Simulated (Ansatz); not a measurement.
## Which element?

Cell vectors (Å):

```
-1.5558  1.5558  1.5558
 1.5558 -1.5558  1.5558
 1.5558  1.5558 -1.5558
```

| atom | a | b | c |
| --- | --- | --- | --- |
| X | 0.0000 | 0.0000 | 0.0000 |

Method: LDA, PAW on Ansatz 0.2.0's default frozen-core files (fitted under PBE), scalar-relativistic. k mesh 24×24×24, strains of ±0.003, Fermi-Dirac smearing of 0.080 eV.

Elastic constants of a crystal by Kohn-Sham DFT: slopes of the stress over finite engineering strains of the given cell, Voigt indices, Cartesian axes as in the cell vectors.

```csv
index,elastic (GPa)
11,512.4
12,182.5
44,107
```

All X atoms are one element. Which one was computed?

Mo; the crystal is Mo (Im-3m).

Known limits: frozen-core PAW files fitted under PBE, their cores solved anew for the functional of the run; responses of metals move with mesh and smearing.
